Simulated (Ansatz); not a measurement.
## Calculated field gradients at the nuclei for MoS2

The cell is a structure deposited in the COD, its atoms then relaxed with PBE in this cell.

Space group P6_3/mmc (No. 194); a = 3.1690, c = 12.3240 Å, γ = 120.00°.

```csv
site,Wyckoff,site symmetry,x,y,z
Mo,2c,-6m2,0.3333,0.6667,0.2500
S,4f,3m.,0.3333,0.6667,0.6233
```

One atom of each set is listed.

All values are calculated (Ansatz; DFT, PBE, plane waves and PAW, scalar-relativistic, collinear spin, 420 eV cutoff, Γ-centred 11×11×3 k-points, Fermi–Dirac smearing 0.02 eV), not measured. Start moments as typed (μB): 2 on each Mo, none on the rest.

Conventions: |V_zz| ≥ |V_yy| ≥ |V_xx|, η = (V_xx − V_yy)/V_zz, C_Q = eQV_zz/h. ν_Q = 3|C_Q|/[2I(2I − 1)].

⁹⁵Mo: I = 5/2, Q = -22.00 mb; ³³S: I = 3/2, Q = -69.40 mb. Quadrupole moments are those of Pyykkö's year-2017 table.

```tsv
site	atoms	first shell	C_Q (MHz)	η	ν_Q (MHz)
Mo	2	6 S at 2.41 Å	4.05	0.00	0.608
S	4	3 Mo at 2.41 Å	8.90	0.00	4.45
```

An axis of threefold or higher order runs through Mo and S, so V_zz lies along it and η is zero.

Without spin–orbit coupling (the program notes it for Mo) the gradients can shift somewhat, as the gap is small. The start moments die out, and the run ends without spin.

The relaxation (3 steps) took 7 s of wall time (24 s of CPU time) and 0.64 GiB at its peak, on 4 threads of Intel Xeon 6975P-C (Granite Rapids) (x86_64; 16 cores open to the job, memory cap 8.0 GiB, no GPU), a shared host with a load of 0.1 a core.
